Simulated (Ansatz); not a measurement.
**Sensitivity of the gradients in FeSi to the input**

Cell: a COD entry, taken as it stands.

Space group P2_13 (No. 198); a = 4.4670 Å.

```csv
site,Wyckoff,site symmetry,x,y,z
Fe,4a,.3.,0.1340,0.1340,0.1340
Si,4a,.3.,0.8445,0.8445,0.8445
```

One atom of each set is listed.

Reference run. Method: Kohn–Sham DFT in Ansatz, PBE, plane waves and PAW, scalar-relativistic, collinear spin, 420 eV cutoff, Γ-centred 10×10×10 k-points, Fermi–Dirac smearing 0.05 eV. Start moments as typed (μB): 3 on each Fe, none on the rest.

**Question.** The input is changed as follows: `crystal.lattice`: [[4.467, 0.0, 0.0], [0.0, 4.467, 0.0], [0.0, 0.0, 4.467]] → [[3.5736, 0.0, 0.0], [0.0, 3.5736, 0.0], [0.0, 0.0, 3.5736]]; `scf.max_iter`: not typed → 80. What happens to V_zz (10²¹ V/m²) and η?

**Answer.** 

| site | V_zz reference | η reference | V_zz changed | η changed |
| --- | --- | --- | --- | --- |
| Fe | 5.14 | 0.00 | 8.89 | 0.00 |
| Si | -3.58 | 0.00 | -4.85 | 0.00 |

The largest change of V_zz is on Fe, from 5.14 to 8.89. In per cent, |V_zz| changes by +73 on Fe, +36 on Si (all sites that start above 0.5). At these positions the changed run has forces up to 6.9 eV/Å, so its atoms aren't at their own equilibrium. Its pressure is 612 GPa, against -3 GPa in the reference run. SCF iterations: 22 and 12. The changed input holds a lattice far too small, so its numbers aren't properties of the crystal.

On the reference run: The largest force is 0.5 eV/Å, so the atoms aren't at the calculated equilibrium and relaxing them would move these values. With a gap of 0.15 eV under a smearing of 0.05 eV the band edges are partly filled, so small gradients can hang on the smearing and the k-mesh. With these PAW files V_zz is typically within 2 to 3 % of all-electron values, but misses above 10 % occur on Fe. The start moments die out, and the run ends without spin.
